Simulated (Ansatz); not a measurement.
TaNi3 in space group I4/mmm (No. 139; Ta on 2a, Ni on 2b, Ni on 4d) at seven volumes, plane-wave PAW LDA (Ansatz code), shape and atoms relaxed at each. One row is withheld.

```
V (Å³/atom)  P (GPa)
-----------  -------
10.524         30.91
10.871         18.85
11.218             ?
11.565         -0.02
11.912         -7.35
12.258        -13.56
12.605        -18.81
```

Question: Fit the shown pressures and predict the withheld one.

Answer: Third-order Birch–Murnaghan: P = (3/2)B₀(x^(7/2) − x^(5/2))[1 + (3/4)(B′ − 4)(x − 1)] with x = (V₀/V)^(2/3). Least squares on the six rows gives V₀ = 11.564 Å³/atom, B₀ = 265.1 GPa, B′ = 4.51. At V = 11.218, x = 1.0205 and P = 8.62 GPa. The run itself gave 8.64 GPa.

The first step of the workflow began from a Materials Project structure, measured or hypothetical; the Crystallography Open Database files this formula in space group No. 139, but the cells were not matched. Its standing as an ambient phase is unchecked. The cell was relaxed with LDA under the symmetry of its start; its stability against distortions is not shown here. The run is not spin-polarised. The program gave a warning on the electronic state, which may not be the lowest. Scalar-relativistic: spin–orbit coupling is off unless named, which matters more the heavier the elements.

Potentials: the later of the program's two PAW sets.
